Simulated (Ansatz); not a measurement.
In:
Space group I4/mmm (No. 139); a = b = 3.195 Å, c = 4.998 Å, α = β = γ = 90.00°

```tsv
atom	site	symmetry	x	y	z
In	2a	4/mmm	0.0000	0.0000	0.0000
```
(The calculation used a cell of 1 atom; values per cell refer to that cell.)

Relaxed at zero pressure with the program Ansatz at the PBEsol level (PAW).

**Question.** The volume is lowered by 3 % and shape and atoms relax at that volume. What pressure results, and how do the axes share the change?

**Answer.** 1.5 GPa; a -1.0 %, b -1.0 %, c -1.1 %; the energy rises by 3 meV/atom.

**Question.** Give the new structure.

**Answer.** 
Space group I4/mmm (No. 139); a = 3.163 Å, b = 3.163 Å, c = 4.944 Å, α = 90.00°, β = 90.00°, γ = 90.00°

| atom | site | symmetry | x | y | z |
|---|---|---|---|---|---|
| In | 2a | 4/mmm | 0.0000 | 0.0000 | 0.0000 |

The phase is kept; no other phase was compared at this pressure.

The cell was relaxed with PBEsol under the symmetry of its start. Axis ratios of metals converge slowly with the k-mesh, so a and c are less sure than the volume.

Potentials: the later of the program's two PAW sets.
